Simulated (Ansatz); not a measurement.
Question: Each is relaxed and computed with LDA in the plane-wave PAW code Ansatz. Which is the only one with a gap?
A) MgB2, P6/mmm (Mg on 1a, B on 2d)
B) HfB, rock salt
C) BN, P6_422 (B on 3d, N on 3c)
D) ReB2, P6_3/mmc (Re on 2c, B on 4f)

Answer: C, BN, P6_422 (B on 3d, N on 3c). BN: gap 3.65 eV (indirect); ReB2: metal; MgB2: metal; HfB: metal. Typed or built starts, not in the databases checked: BN, P6_422 (B on 3d, N on 3c). Not the usual ambient phase: BN, P6_422 (B on 3d, N on 3c). Standing as an ambient phase not checked: ReB2, P6_3/mmc (Re on 2c, B on 4f); HfB, rock salt. All cells were relaxed under the symmetry of their starts (and spin orders); stability against distortions was not tested throughout. Rows with no word on spin ran without spin polarisation. Spin–orbit coupling is left out wherever it is not named.

Potentials: the later of the program's two PAW sets.
